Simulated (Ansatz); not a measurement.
RbFeSe₂O₈ in space group P-3m1 (No. 164; Pearson symbol hP12), the program Ansatz at the r²SCAN level (PAW), all energies at zero smearing, with the estimated change up to a 700 eV cutoff added, with one set of potentials and settings (totals compare only within such a set). Cell of 12 atoms (1 Rb, 1 Fe, 2 Se, 8 O): -23261.270 eV.

```
element                             reference phase  E (eV/atom)
-------  ------------------------------------------  -----------
Rb                        Cmcm, 2 atoms in the cell   -3278.0015
Fe       Im-3m, 1 atoms in the cell, spin-polarised   -4485.8961
Se                      P3_121, 3 atoms in the cell   -5478.1269
O         C2/m, 4 atoms in the cell, spin-polarised    -566.0281
```

Formation energy per atom, worked out: (-23261.270 − 1×(-3278.0015) − 1×(-4485.8961) − 2×(-5478.1269) − 8×(-566.0281))/12 = -1.074 eV/atom (-104 kJ per mol of atoms), at 0 K, without zero-point energy or fitted corrections.

The workflow started from a Materials Project entry (that database holds measured and hypothetical structures alike); the Crystallography Open Database copy checked does not list it. Whether it is the stable phase at ambient conditions was not checked. Symmetry was held in the r²SCAN relaxation; whether a distortion lowers the energy is not shown. The final state is ferromagnetic, the only order run, not a proven ground state. The cell computed holds one magnetic atom, so no antiferromagnetic order was within reach. Other orbital occupations within this spin state were not tried. No Hubbard U is applied. The references are the lowest solids computed at this level, not always the standard phases (solids in place of the gases).

Potentials: the later of the program's two PAW sets.
